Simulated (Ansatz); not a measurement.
# Response of Bi to small distortions

```
Bi
1.0
     4.53900    0.00000    0.00000
    -2.26950    3.93089    0.00000
     0.00000    0.00000   11.82900
Bi
2
Cartesian
  0.0000 2.6206 2.9573
  2.2695 1.3103 8.8718
```

Atom numbers follow the list: Bi1, Bi2.

Conventional cell: a = 4.539 Å, b = 4.539 Å, c = 11.829 Å, α = 90.00°, β = 90.00°, γ = 120.00°.

The geometry is COD entry 9011614, unchecked; take it as a test cell.

Spin–orbit coupling is left out, though it moves levels of the heavy atoms by tenths of an eV or more.

Theory: DFT, PBEsol, all-electron LAPW, scalar-relativistic (Ansatz 0.2.0).

The runs use a Γ-centred 9×9×3 k mesh, Fermi–Dirac smearing of 0.03 eV, basis error target 0.5 meV/atom, no spin polarisation.

The unchanged cell is at -3.54 GPa.

In a metal, stresses and small energies carry noise from the k mesh.

x, y and z are the Cartesian axes of the cell as listed; fractional coordinates follow a strain, and an engineering shear is twice the off-diagonal strain component.

Q: With this change (equal xy, yz and zx engineering shear strains of -3 %), what becomes of the energy and stress?

A: Energy change -1 meV/atom; stress change (xx, yy, zz, yz, xz, xy) 0.01, -0.01, -0.01, 0.06, 0.06, -0.11 GPa, compression positive.

Q: With this change (equal xy, yz and zx engineering shear strains of -1 %), what becomes of the energy and stress?

A: Energy change under 1 meV/atom; stress change (xx, yy, zz, yz, xz, xy) 0.00, 0.00, 0.00, 0.02, 0.02, -0.04 GPa, compression positive.

Q: With this change (equal xy, yz and zx engineering shear strains of +2 %), what becomes of the energy and stress?

A: Energy change under 1 meV/atom; stress change (xx, yy, zz, yz, xz, xy) 0.01, -0.01, 0.00, -0.04, -0.04, 0.08 GPa, compression positive.

Q: With this change (equal xy, yz and zx engineering shear strains of -2 %), what becomes of the energy and stress?

A: Energy change under 1 meV/atom; stress change (xx, yy, zz, yz, xz, xy) 0.01, -0.01, 0.00, 0.04, 0.04, -0.08 GPa, compression positive.

With equal xy, yz and zx engineering shear strains of +1 %: energy change under 1 meV/atom; stress change (xx, yy, zz, yz, xz, xy) 0.00, 0.00, 0.00, -0.02, -0.02, 0.04 GPa, compression positive.

With equal xy, yz and zx engineering shear strains of +3 %: energy change -2 meV/atom; stress change (xx, yy, zz, yz, xz, xy) 0.01, -0.01, -0.01, -0.06, -0.06, 0.12 GPa, compression positive.
